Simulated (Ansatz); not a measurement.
LiF in space group P6_3/mmc (No. 194; Li on 2d, F on 2c), PBEsol in the plane-wave PAW code Ansatz. The conduction-band minimum lies at Γ, with 1 equivalent valley. Second derivatives d²E/dk² of the lowest band at one valley (eV·Å²), along Cartesian directions:

```tsv
direction	d²E/dk²
[100]	8.376
[010]	8.376
[001]	9.270
[110]	8.376
[101]	8.822
[011]	8.822
```

Q: Find the principal effective masses, the density-of-states mass and the conductivity mass.

A: Off-diagonal terms follow from H_xy = H[110] − (H_xx + H_yy)/2, and m*/mₑ = 7.620 eV·Å² over each eigenvalue: 0.82, 0.91, 0.91. One valley's DOS mass (m₁m₂m₃)^(1/3) = 0.88, conductivity mass 3/(Σ 1/mᵢ) = 0.88 mₑ.

Q: What effective density of states Nc follows at 300 K for parabolic valleys?

A: Nc = 2.509e19 × 1 × (0.88)^(3/2) ≈ 2.1e19 cm⁻³.

Q: With the computed static dielectric constant 6.60 (mean of the diagonal), estimate a hydrogenic donor's binding energy and radius.

A: E = 13.606 eV × 0.88/6.60² ≈ 270 meV; a = 0.529 Å × ε/m* ≈ 4.0 Å. Semilocal masses tend to be too small when the gap is underestimated.

The start of the workflow was typed in or built on a structure type; neither database checked (COD, Materials Project) lists it. It is not the phase usual at ambient conditions (space group No. 225). The PBEsol relaxation kept the symmetry of its start; whether a distortion lowers the energy is not shown.

Potentials: the later of the program's two PAW sets.
